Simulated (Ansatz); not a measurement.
Level: PBE, no spin polarisation; 420 eV; 9×9×5 Γ-centred mesh; methfessel-paxton occupations (width 0.0458 eV); Ansatz 0.2.0, fixed geometry.

Computed maps in the lattice plane spanned by b (left to right, 4.37 Å, 13 points from zero) and c (bottom to top, 7.35 Å, 22 points from zero), 90° apart, at height 0.333 along a. The fields are smooth PAW ones with compensation charges, not the true ones near nuclei.

Valence density. Digits on a logarithmic scale: 0 up to 0.03 e/Å³, each further digit a factor of 1.6, 9 from 1.3 e/Å³ up:
```
3444321000012
3444321000012
3444322111112
3444433333333
4444444566544
4455455799865
5444457999985
4444457999996
4333457999985
3333346899965
3333345677654
3333344555544
4444445566654
4444456788765
5444456999976
4433457999986
4333457999986
3322346899965
3333335677654
3333333444433
3444332222222
3454421111112
```

ELF. Ten even steps from '0' (0.00) to '9' (0.71):
```
4677521000002
2444310000001
2233211000001
3444322222222
5666543233334
6777643333334
5666643200133
4555533100033
4333433200133
3222333322333
2222233233333
3333334444443
4333356777765
4333468877887
5333489844788
6322589623499
5211489733599
3111269977997
2122137999984
2465323789742
4788521234212
5898631000002
```

Question: The cell is In₂As₂S. Which atoms lie within 0.2 Å of this plane, and where (fractions of b and c)?

Answer: As at (0.67, 0.26), In at (0.67, 0.63). The whole cell:
```yaml
crystal:
  lattice:
    - [4.36525, 0.00000, 0.00000]
    - [-2.18262, 3.78042, 0.00000]
    - [0.00000, 0.00000, 7.35233]
  atoms:
    - { symbol: As, position: [0.33330, 0.66670, 0.25830] }
    - { symbol: As, position: [0.66670, 0.33330, 0.74170] }
    - { symbol: S, position: [0.00000, 0.00000, 0.00000] }
    - { symbol: In, position: [0.33330, 0.66670, 0.63030] }
    - { symbol: In, position: [0.66670, 0.33330, 0.36970] }
```

Origin: a known structure type with other elements, at an estimated volume, so it need not be a known compound. Caveats: many states at the Fermi level without spin polarisation, so a magnetic state may lie lower; atoms or cell far from equilibrium.
